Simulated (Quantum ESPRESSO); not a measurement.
## Al3ZnO5F (input and log of a self-consistent run)

Computed values, not a measurement. The program is pw.x of Quantum ESPRESSO 7.5 (plane-wave density functional theory). The cell is made up: 10 atoms on a corundum lattice, with randomly drawn elements, strain and displacements, not relaxed. PseudoDojo standard norm-conserving files (v0.5 for PBE, v0.4.1 for LDA and PBEsol) set the functional; there is no spin polarisation, spin-orbit coupling or dispersion term, and the masses in the input are unused placeholders.

Input:

```
&control calculation='scf', pseudo_dir='./dojo.nc.sr.pbe.v0_5.standard.upf', outdir='./o', disk_io='medium', tprnfor=.true., tstress=.true. /
&system ibrav=0, nat=10, ntyp=4, nbnd=39, ecutwfc=84.00895049, nosym=.true., tot_charge=0,
 occupations='smearing', smearing='fd', degauss=0.0018374661
/
&electrons conv_thr=7.350e-09, electron_maxstep=60, /
ATOMIC_SPECIES
Al 1.0 Al.upf
F 1.0 F.upf
O 1.0 O.upf
Zn 1.0 Zn.upf
CELL_PARAMETERS angstrom
2.3961 1.3834 4.3572
-2.3961 1.3834 4.3572
0.0 -2.7668 4.3572
ATOMIC_POSITIONS angstrom
Al -0.1166 -0.0811 4.5945
Al -0.1703 0.0239 1.9166
Al -0.0801 0.1437 8.5026
Zn 0.0923 -0.1726 11.0737
O -1.0439 1.3762 7.7483
F -0.7803 -1.419 7.5073
O 1.6531 0.1107 7.5807
O 0.9968 -1.5521 5.4495
O 0.7407 1.4142 5.353
O -1.6808 -0.0165 5.4458
K_POINTS automatic
6 6 6 1 1 1
```

The log is shortened where brackets say so; the opening notice, blank lines, dates and the lines on written files are dropped, and the path of the files is cut. It prints rydbergs, bohrs and kilobars, and counts compression as positive stress. With no partly filled state, the Fermi energy that it prints is only some level between the filled and the empty states on the mesh, and need not lie in the true gap.

```
     Program PWSCF v.7.5
     Parallel version (MPI & OpenMP), running on       1 processor cores
     Number of MPI processes:                 1
     Threads/MPI process:                     1
     [start-up lines left out]
     bravais-lattice index     =            0
     lattice parameter (alat)  =       9.7537  a.u.
     unit-cell volume          =     584.8009 (a.u.)^3
     number of atoms/cell      =           10
     number of atomic types    =            4
     number of electrons       =        66.00
     number of Kohn-Sham states=           39
     kinetic-energy cutoff     =      84.0090  Ry
     charge density cutoff     =     336.0358  Ry
     scf convergence threshold =      7.3E-09
     mixing beta               =       0.7000
     number of iterations used =            8  plain     mixing
     Exchange-correlation= PBE
                           (   1   4   3   4   0   0   0)
     [axes and pseudopotential details left out]
   Cartesian axes
     site n.     atom                  positions (alat units)
         1        Al     tau(   1) = (  -0.0225907  -0.0157127   0.8901616  )
         2        Al     tau(   2) = (  -0.0329948   0.0046305   0.3713317  )
         3        Al     tau(   3) = (  -0.0155190   0.0278412   1.6473366  )
         4        Zn     tau(   4) = (   0.0178827  -0.0334404   2.1454744  )
         5        O      tau(   5) = (  -0.2022504   0.2666319   1.5011947  )
         6        F      tau(   6) = (  -0.1511793  -0.2749242   1.4545021  )
         7        O      tau(   7) = (   0.3202799   0.0214476   1.4687230  )
         8        O      tau(   8) = (   0.1931251  -0.3007117   1.0558136  )
         9        O      tau(   9) = (   0.1435069   0.2739942   1.0371172  )
        10        O      tau(  10) = (  -0.3256467  -0.0031968   1.0550967  )
     number of k points=   108  Fermi-Dirac smearing, width (Ry)=  0.0018
     Number of k-points >= 100: set verbosity='high' to print them.
     Dense  grid:    60853 G-vectors     FFT dimensions: (  60,  60,  60)
     Estimated max dynamical RAM per process >      91.99 MB
     Initial potential from superposition of free atoms
     starting charge      65.9925, renormalised to      66.0000
     Starting wfcs are   46 randomized atomic wfcs
     total cpu time spent up to now is       18.1 secs
     per-process dynamical memory:    59.8 Mb
     Self-consistent Calculation
     iteration #  1     ecut=    84.01 Ry     beta= 0.70
     Davidson diagonalization with overlap
     ethr =  1.00E-02,  avg # of iterations =  3.4
     total cpu time spent up to now is       58.4 secs
     total energy              =    -646.54137095 Ry
     estimated scf accuracy    <       2.11218800 Ry
     iteration #  2     ecut=    84.01 Ry     beta= 0.70
     Davidson diagonalization with overlap
     ethr =  3.20E-03,  avg # of iterations =  2.3
     total cpu time spent up to now is      100.2 secs
     total energy              =    -647.14970048 Ry
     estimated scf accuracy    <       1.53053406 Ry
     iteration #  3     ecut=    84.01 Ry     beta= 0.70
     Davidson diagonalization with overlap
     ethr =  2.32E-03,  avg # of iterations =  2.0
     total cpu time spent up to now is      137.0 secs
     total energy              =    -647.43103780 Ry
     estimated scf accuracy    <       0.01906716 Ry
     iteration #  4     ecut=    84.01 Ry     beta= 0.70
     Davidson diagonalization with overlap
     ethr =  2.89E-05,  avg # of iterations =  9.8
     total cpu time spent up to now is      185.1 secs
     total energy              =    -647.43882492 Ry
     estimated scf accuracy    <       0.00661415 Ry
     iteration #  5     ecut=    84.01 Ry     beta= 0.70
     Davidson diagonalization with overlap
     ethr =  1.00E-05,  avg # of iterations =  3.0
     total cpu time spent up to now is      222.4 secs
     total energy              =    -647.43958743 Ry
     estimated scf accuracy    <       0.00100899 Ry
     iteration #  6     ecut=    84.01 Ry     beta= 0.70
     Davidson diagonalization with overlap
     ethr =  1.53E-06,  avg # of iterations =  4.4
     total cpu time spent up to now is      258.1 secs
     total energy              =    -647.43964964 Ry
     estimated scf accuracy    <       0.00014829 Ry
     iteration #  7     ecut=    84.01 Ry     beta= 0.70
     Davidson diagonalization with overlap
     ethr =  2.25E-07,  avg # of iterations =  2.0
     total cpu time spent up to now is      295.1 secs
     total energy              =    -647.43968294 Ry
     estimated scf accuracy    <       0.00000544 Ry
     iteration #  8     ecut=    84.01 Ry     beta= 0.70
     Davidson diagonalization with overlap
     ethr =  8.24E-09,  avg # of iterations =  2.9
     total cpu time spent up to now is      335.0 secs
     total energy              =    -647.43968471 Ry
     estimated scf accuracy    <       0.00000244 Ry
     iteration #  9     ecut=    84.01 Ry     beta= 0.70
     Davidson diagonalization with overlap
     ethr =  3.70E-09,  avg # of iterations =  2.0
     total cpu time spent up to now is      370.6 secs
     total energy              =    -647.43968492 Ry
     estimated scf accuracy    <       0.00000030 Ry
     iteration # 10     ecut=    84.01 Ry     beta= 0.70
     Davidson diagonalization with overlap
     ethr =  4.55E-10,  avg # of iterations =  2.0
     total cpu time spent up to now is      410.6 secs
     total energy              =    -647.43968501 Ry
     estimated scf accuracy    <       0.00000001 Ry
     iteration # 11     ecut=    84.01 Ry     beta= 0.70
     Davidson diagonalization with overlap
     ethr =  1.70E-11,  avg # of iterations =  3.0
     total cpu time spent up to now is      452.4 secs
     End of self-consistent calculation
     Number of k-points >= 100: set verbosity='high' to print the bands.
     the Fermi energy is    12.2244 ev
!    total energy              =    -647.43968501 Ry
     estimated scf accuracy    <          4.3E-09 Ry
     smearing contrib. (-TS)   =       0.00000000 Ry
     internal energy E=F+TS    =    -647.43968501 Ry
     The total energy is F=E-TS. E is the sum of the following terms:
     one-electron contribution =    -429.22881080 Ry
     hartree contribution      =     255.76919277 Ry
     xc contribution           =    -105.90692871 Ry
     ewald contribution        =    -368.07313826 Ry
     convergence has been achieved in  11 iterations
     Forces acting on atoms (cartesian axes, Ry/au):
     atom    1 type  1   force =     0.09993253   -0.03383940    0.04518213
     atom    2 type  1   force =     0.14636581   -0.10126583   -0.03875512
     atom    3 type  1   force =     0.05753756   -0.02648572    0.04559346
     atom    4 type  4   force =    -0.23876951    0.03935836   -0.00107285
     atom    5 type  3   force =    -0.04173288   -0.01370896   -0.03386108
     atom    6 type  2   force =     0.18551751    0.02505522    0.10752798
     atom    7 type  3   force =    -0.08869722    0.08681403    0.05437849
     atom    8 type  3   force =    -0.12985855    0.05611219   -0.05982861
     atom    9 type  3   force =    -0.01567173   -0.01399035   -0.05780222
     atom   10 type  3   force =     0.02537648   -0.01804954   -0.06136219
     Total force =     0.459519     Total SCF correction =     0.000138
     Computing stress (Cartesian axis) and pressure
          total   stress  (Ry/bohr**3)                   (kbar)     P=      231.34
   0.00203498  -0.00012257   0.00061245          299.36      -18.03       90.09
  -0.00012257   0.00109091   0.00012289          -18.03      160.48       18.08
   0.00061245   0.00012289   0.00159189           90.09       18.08      234.18
     init_run     :     15.06s CPU     18.05s WALL (       1 calls)
     electrons    :    419.62s CPU    434.25s WALL (       1 calls)
     forces       :      5.53s CPU      5.58s WALL (       1 calls)
     stress       :     19.09s CPU     19.19s WALL (       1 calls)
     [timing details left out]
     PWSCF        :   7m39.45s CPU   7m57.74s WALL
     JOB DONE.
```

In other units: free energy -8808.866 eV for the cell, pressure 23.13 GPa, largest force component 6.139 eV/Å. A rerun of this cell at a cutoff of 1437 eV and k mesh 8 x 8 x 8 moved values by no more than 0.003 eV in energy, 0.03 GPa in stress and 0.002 eV/Å in force.